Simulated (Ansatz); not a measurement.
**Relaxing a structure of Au**

The start is a generated cell, Au placed in the diamond structure type. The structure is fully relaxed (lattice and positions, P = 0) with PBE (plane waves to 420 eV, PAW, scalar-relativistic; Ansatz, an electronic-structure program). The first steps use a coarse 10×10×10 k-mesh.

The start:
```
Au
1.0
    0.00000     2.89208     2.89208
    2.89208     0.00000     2.89208
    2.89208     2.89208     0.00000
Au
2
Direct
  0.25000   0.25000   0.25000
  0.00000   0.00000   0.00000
```

Q: How large is the pressure on the unrelaxed cell, and of which sign?

A: +17.5 GPa (positive: the cell is compressed).

Q: By how much does the energy per atom fall from start to end?

A: 0.22 eV/atom.

Q: How do the shortest distances between atoms change?

A: The closest pairs of elements (up to four, under 3.6 Å), start → end: Au–Au 2.50 → 2.67 Å.

Q: What does it relax into? Give the structure.

A: 
Space group Fd-3m, origin choice 1 (No. 227); a = b = c = 6.1617 Å, α = β = γ = 90.00°

| atom | site | symmetry | x | y | z |
|---|---|---|---|---|---|
| Au | 8a | -43m | 0.0000 | 0.0000 | 0.0000 |
(The calculation used a cell of 2 atoms; values per cell refer to that cell.)

The space group stays Fd-3m (No. 227) (the run could not lower it); the end is diamond type, with 2 atoms in the primitive cell. Final values are on a 13×13×13 k-mesh of the relaxed cell. No spin polarisation in the result.

The run could not lose the symmetry of its start: the end is stationary, and may be a saddle point rather than a minimum.

All atoms sit on sites fixed by symmetry, so only the cell could relax.

The relaxed structure here is a generated cell of Au: the first start was made by placing the elements on the sites of a structure type, and the end was not matched to a known phase here, so it may be hypothetical. Known forms of Au include space group No. 225.
